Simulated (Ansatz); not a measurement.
Ge:
```xyz
34
Lattice="0.0000 7.6223 7.6223 7.6223 0.0000 7.6223 7.6223 7.6223 0.0000" Properties=species:S:1:pos:R:3 pbc="T T T"
Ge     0.0000     0.0000     0.0000
Ge     3.8112     3.8112     3.8112
Ge     5.2124    10.0323    10.0323
Ge     9.0235     9.0235    13.8435
Ge    10.0323     5.2124    10.0323
Ge    13.8435    13.8435    13.8435
Ge     5.2124     5.2124     5.2124
Ge     9.0235    13.8435     9.0235
Ge    10.0323    10.0323     5.2124
Ge    13.8435     9.0235     9.0235
Ge     7.5519    10.5559    10.5559
Ge     8.4999     3.7407     6.7447
Ge     7.6928     4.6888    10.5559
Ge     6.7447    11.5039     6.7447
Ge     7.5519     4.6888     4.6888
Ge     8.4999    11.5039     8.4999
Ge     7.6928    10.5559     4.6888
Ge     6.7447     3.7407     8.4999
Ge    10.5559     7.5519    10.5559
Ge     6.7447     8.4999     3.7407
Ge    10.5559     7.6928     4.6888
Ge     6.7447     6.7447    11.5039
Ge     4.6888     7.5519     4.6888
Ge     8.4999     8.4999    11.5039
Ge     4.6888     7.6928    10.5559
Ge     8.4999     6.7447     3.7407
Ge    10.5559    10.5559     7.5519
Ge     3.7407     6.7447     8.4999
Ge     4.6888    10.5559     7.6928
Ge    11.5039     6.7447     6.7447
Ge     4.6888     4.6888     7.5519
Ge    11.5039     8.4999     8.4999
Ge    10.5559     4.6888     7.6928
Ge     3.7407     8.4999     6.7447
```

Relaxed with r²SCAN. Special points in fractions of this cell's reciprocal vectors: Γ (0.000, 0.000, 0.000); X (0.500, 0.000, 0.500); U (0.625, 0.250, 0.625); K (0.375, 0.375, 0.750); L (0.500, 0.500, 0.500); W (0.500, 0.250, 0.750).

Task: List the band energies nearest the valence-band maximum at these points for the program Ansatz at the r²SCAN level (PAW).

Result: In eV from the valence-band maximum; about four levels below and three above (degenerate sets whole), none deeper than 8.9 eV; points with the same levels are listed once.

```
k                          below                above
-  -----------------------------  -------------------
Γ  -0.14 -0.14 -0.12 -0.12 -0.12  1.51 1.72 1.72 1.72
X        -0.35 -0.35 -0.32 -0.32  2.22 2.22 2.26 2.26
U        -0.38 -0.24 -0.23 -0.15       1.95 2.00 2.35
L   -0.32 -0.32 -0.18 -0.18 0.00       1.07 1.99 2.49
W        -0.43 -0.43 -0.19 -0.19  2.19 2.19 2.25 2.25
```

Space group Fd-3m. The workflow started from a Materials Project entry (that database holds measured and hypothetical structures alike). Its sites differ from those of the usual phase in this space group: another stacking or structure type. Symmetry was held in the r²SCAN relaxation; whether a distortion lowers the energy is not shown. Scalar-relativistic: spin–orbit coupling is off unless named, which matters more the heavier the elements.

Potentials: the earlier of the program's two PAW sets. The files were generated under PBE; for other functionals the program regenerates the frozen cores, and for LDA and PBEsol the local potential too.
